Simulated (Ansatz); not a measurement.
# AlRh: energy along a strain

AlRh, Pm-3m, a = 2.977 Å (as given, not relaxed at this level: -1.1 GPa). The structure is a Materials Project entry; whether it is the stable form wasn't checked. Ansatz: PBEsol, PAW, 420 eV, Γ-centred 16×16×16 mesh on 2 atoms, Gaussian smearing 0.15 eV; no spin polarisation. Cell vectors (Å): 2.977 0.000 0.000; 0.000 2.977 0.000; 0.000 0.000 2.977. The cell is strained by x per cent times the pattern (0 0 0 0 1 0) in the order xx yy zz yz xz xy (engineering shears), with fractional coordinates held. y is the free energy over the start, V0 = 13.196 Å³/atom. Symmetry makes y even in x.

```
x (%) y (meV/atom)
-6.00             ?
-3.00          4.40
 0.00          0.00
 1.50          1.10
 4.50          9.89
 5.25         13.45
```

Fit y = c2 x² + c4 x⁴ to the other rows, get the stiffness along the pattern, and predict the missing energy.

Least squares on the rows shown. y = 0.48938 x² − 5.0168×10⁻⁵ x⁴. The clamped-ion stiffness p·C·p = 2 × 4.894 eV × 160.2 / 13.196 Å³ = 119 GPa, which is C55 in these axes (C44 of the cubic crystal) (second derivative at the start, which stands under stress). At x = -6.00 the fit asked for gives 17.55 meV/atom. The run gave 17.55 meV/atom, the same to the digits shown.